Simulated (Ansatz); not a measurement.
InCo$_{3}$SnS$_{2}$:
```
CELL_PARAMETERS angstrom
      2.60863     1.50609     4.46333
     -2.60863     1.50609     4.46333
      0.00000    -3.01218     4.46333
ATOMIC_POSITIONS crystal
  In 0.50000 0.50000 0.50000
  Co 0.00000 0.50000 0.50000
  Co 0.50000 0.00000 0.50000
  Co 0.50000 0.50000 0.00000
  Sn 0.00000 0.00000 0.00000
  S  0.22019 0.22019 0.22019
  S  0.77981 0.77981 0.77981
```

x, y and z are the axes in which the lattice vectors are written.

Q: Give the high-frequency dielectric tensor and the Born effective charge tensors of the independent atoms from DFPT, the program Ansatz at the PBEsol level (PAW).

A: 
ε∞:
```
49.1  0.00  0.00
0.00  49.1  0.00
0.00  0.00  22.8
```
Z* of atom 1 (In), rows: field, columns: displacement, in e:
```
2.63  0.00  0.00
0.00  2.63  0.00
0.00  0.00  4.56
```
Z* of atom 2 (Co), rows: field, columns: displacement, in e:
```
-5.54  -2.64   0.80
-2.64  -2.49   0.46
-1.55  -0.90  -1.75
```
Z* of atom 5 (Sn), rows: field, columns: displacement, in e:
```
5.93  0.00  0.00
0.00  5.93  0.00
0.00  0.00  4.93
```
Z* of atom 6 (S), rows: field, columns: displacement, in e:
```
 1.74   0.00   0.00
 0.00   1.74   0.00
 0.00   0.00  -2.12
```

Static charges for comparison (Bader): In1 +0.70, Co2 +0.01, Sn5 +0.65, S6 -0.69 e. Born charges measure polarisation by displacement and can exceed these by far.

Space group R-3m. The workflow started from a Materials Project entry (that database holds measured and hypothetical structures alike); the Crystallography Open Database copy checked does not list it. Its standing as an ambient phase is unchecked. The cell was relaxed with PBEsol under the symmetry of its start; whether a distortion lowers the energy is not shown. No spin polarisation was allowed. Scalar-relativistic: spin–orbit coupling is off unless named, which matters more the heavier the elements.

Potentials: the later of the program's two PAW sets.
